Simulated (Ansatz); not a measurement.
Mg in space group Fd-3m (No. 227; Mg on 8a, Mg on 16d) at seven volumes, DFT-PBE in the program Ansatz with PAW potentials, scaled uniformly. One row is withheld.

```
V (Å³/atom)  P (GPa)
-----------  -------
21.651          3.88
22.365          2.39
23.078          1.10
23.792          0.00
24.506             ?
25.220         -1.76
25.934         -2.46
```

Problem. Fit the shown pressures and predict the withheld one.

Solution. P = (3/2)B₀(x^(7/2) − x^(5/2))[1 + (3/4)(B′ − 4)(x − 1)] with x = (V₀/V)^(2/3). Least squares on the six rows gives V₀ = 23.793 Å³/atom, B₀ = 34.0 GPa, B′ = 4.05. At V = 24.506, x = 0.9805 and P = -0.95 GPa. The run itself gave -0.95 GPa.

The start of the workflow was typed in or built on a structure type; neither database checked (COD, Materials Project) lists it. It is not the phase usual at ambient conditions (space group No. 194). The cell was relaxed with PBE under the symmetry of its start; whether a distortion lowers the energy is not shown.

Potentials: the earlier of the program's two PAW sets.
